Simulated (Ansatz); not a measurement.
# A trial form of Te3WCl2

Theory: DFT PBE, scalar-relativistic, plane waves, PAW in Ansatz. Cutoff 420 eV, Gaussian smearing, Γ-centred meshes. Cell and atoms relax first on a coarse mesh and then on a finer one. In between, the cell is made exact in the group found at 0.06 Å. In metals the finer mesh still leaves noise of several meV/atom or more. The steps can't lower the symmetry of their start. No spin polarisation.

The cell of Te3WCl2 is invented: random cell by space group and Wyckoff sites (P4/mmm, No. 123). The dimensions are guesses.

```
CELL_PARAMETERS angstrom
5.10010 0.00000 0.00000
0.00000 5.10010 0.00000
0.00000 0.00000 7.64064
ATOMIC_POSITIONS crystal
Te 0.50000 0.00000 0.50000
Te 0.00000 0.50000 0.50000
Te 0.50000 0.50000 0.50000
W 0.00000 0.00000 0.50000
Cl 0.00000 0.00000 0.73524
Cl 0.00000 0.00000 0.26476
```

Formation energies are uncorrected and refer to the elements' standard structures at the same level (Cl₂ as a molecule).

Task: What does it relax into?

Result: The symmetry stays P4/mmm (No. 123). The volume per atom grows by 44.2 %, from 33.1 to 47.8 Å³. The shortest distance goes from 1.80 Å (W–Cl) to 2.29 Å (W–Cl). The energy falls by about 2.4 eV/atom (the start's value is from the coarse mesh). Conventional cell: a = 5.783 Å, c = 8.571 Å. Te on a site of symmetry mmm is surrounded by 2 Te at 2.89 Å and 2 W at 2.89 Å; around Te on a site of symmetry 4/mmm lie 4 Te at 2.89 Å; W is surrounded by 2 Cl at 2.29 Å and 4 Te at 2.89 Å; Cl is surrounded by 1 W at 2.29 Å.

```
Te W Cl
1.0
     5.78289    0.00000    0.00000
     0.00000    5.78289    0.00000
     0.00000    0.00000    8.57058
Te W Cl
3 1 2
Direct
  0.50000 0.00000 0.50000
  0.00000 0.50000 0.50000
  0.50000 0.50000 0.50000
  0.00000 0.00000 0.50000
  0.00000 0.00000 0.76732
  0.00000 0.00000 0.23268
```

Task: Give its energy and gap.

Result:

- Formation energy: −0.01 eV/atom
- Gap on the 8×8×6 mesh of the 6-atom cell: 0 eV (a metal)

The formation energy is too near zero to say whether this cell lies below the elements.

The last run used Gaussian smearing of 0.10 eV. The k mesh leaves some 4 meV/atom of noise in the energy of each metallic cell. No dispersion correction is applied, so the spacing and binding between layers, chains or molecules are poorly described. Spin–orbit coupling, which can matter for Te and W, is left out. The reference form of Te is held partly by dispersion forces, which this level lacks. A structure relaxed within its symmetry needn't be a true minimum.
